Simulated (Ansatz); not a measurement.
Here is the system:

Ta3Sn:
```
Ta3Sn
1.0
    0.00000     3.35532     3.35532
    3.35532     0.00000     3.35532
    3.35532     3.35532     0.00000
Sn Ta
1 3
Direct
  0.00000   0.00000   0.00000
  0.50000   0.50000   0.50000
  0.25000   0.25000   0.25000
  0.75000   0.75000   0.75000
```

This is the PBE-relaxed structure.

### Question
All from DFT-PBE in the program Ansatz with PAW potentials, unless another level is named. Predict the density of states at the Fermi level.

### Answer
1.1 states/eV per atom (mean over ±0.08 eV).

### Question
Predict the formation energy from the elements (no fitted shifts).

### Answer
0.18 eV/atom.

### Question
And the gap with spin–orbit coupling?

### Answer
none (metallic).

Space group Fm-3m. A made-up cell: these elements were put on the sites of a structure type; neither database checked (COD, Materials Project) lists it. COD files the formula under space group No. 223, so this cell is another polymorph or a model. Its standing as an ambient phase is unchecked. Symmetry was held in the PBE relaxation; its stability against distortions is not shown here. No spin polarisation was allowed. The references are the lowest solids computed at this level, not always the standard phases. Spin–orbit coupling is left out wherever it is not named.

Potentials: the earlier of the program's two PAW sets.
